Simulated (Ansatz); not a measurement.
MgTe (CsCl type, space group No. 221) under volume change, PBE in the plane-wave PAW code Ansatz, scaled uniformly.

| V (Å³/atom) | E − E(relaxed) (meV/atom) | P (GPa) |
|---|---|---|
| 23.288 | 35.3 | 5.26 |
| 24.056 | 14.9 | 3.27 |
| 24.824 | … | … |
| 25.591 | 0.0 | 0.00 |
| 26.359 | 3.1 | -1.27 |
| 27.127 | 11.9 | -2.34 |
| 27.895 | … | … |

Some entries are withheld; supply them.


- 24.824, E − E(relaxed) (meV/atom): 3.5
- 24.824, P (GPa): 1.51
- 27.895, E − E(relaxed) (meV/atom): 25.3
- 27.895, P (GPa): -3.24

What does a third-order Birch–Murnaghan fit give for V₀, B₀ and B′?

V₀ = 25.60 Å³/atom, B₀ = 45.6 GPa, B′ = 4.3.

Space group Pm-3m (CsCl type). A made-up cell: these elements were put on the sites of a structure type; neither database checked (COD, Materials Project) lists it. COD files the formula under space group No. 186, so this cell is another polymorph or a model. Its standing as an ambient phase is unchecked. The cell was relaxed with PBE under the symmetry of its start; its stability against distortions is not shown here. Scalar-relativistic: spin–orbit coupling is off unless named, which matters more the heavier the elements.

Potentials: the later of the program's two PAW sets.
